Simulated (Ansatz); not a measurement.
⁷¹Ga NMR of the central transition in BaGaH₅

Cell: a Materials Project structure (computed, not necessarily an observed phase) whose atoms were relaxed with PBE, the cell held.

Space group P2_1 (No. 4); a = 5.0135, b = 4.5870, c = 8.6256 Å, β = 90.15°.

```csv
site,Wyckoff,site symmetry,x,y,z
Ba,2a,1,0.2459,0.2409,0.3389
Ga,2a,1,0.7436,0.8297,0.1439
H5,2a,1,0.7447,0.1783,0.1606
H7,2a,1,0.9931,0.7250,0.2483
H9,2a,1,0.4759,0.7264,0.2305
H11,2a,1,0.7598,0.7109,0.9729
H13,2a,1,0.7472,0.2374,0.4848
```

One atom of each set is listed.

Method: Kohn–Sham DFT in Ansatz, PBE, plane waves and PAW (field gradients read without the response of the frozen cores, which leaves them typically 4 to 6 % off), scalar-relativistic, 420 eV cutoff, Γ-centred 6×6×4 k-points, Fermi–Dirac smearing 0.02 eV.

⁷¹Ga has I = 3/2 and Q = 107.0 mb (Pyykkö 2018); at 11.7 T its Larmor frequency is ν₀ = 152.3 MHz. Only the quadrupole interaction is simulated: positions count from each site's isotropic chemical shift, and J coupling is left out, as are shift anisotropy and dipolar coupling, which fast spinning averages.

Problem. Give C_Q, η, the quadrupolar product P_Q = |C_Q|(1 + η²/3)^½, the second-order isotropic shift and the breadth of the pattern (fast magic-angle spinning) for each Ga site.

Solution. 

```tsv
site	first shell	C_Q (MHz)	η	P_Q (MHz)	δ_QIS (ppm)	breadth (kHz)
Ga	4 H at 1.57–1.61 Å	-9.93	0.14	9.96	-107	36.3
```

δ_QIS = −(ν_Q²/30ν₀²)[I(I+1) − 3/4](1 + η²/3) × 10⁶ ppm with ν_Q = 3|C_Q|/[2I(2I−1)]; it falls as 1/B₀² in ppm, and the breadth as 1/B₀ in kHz.

The broadest static pattern spans 95 kHz. The table holds for spinning faster than that; slower spinning leaves sidebands.
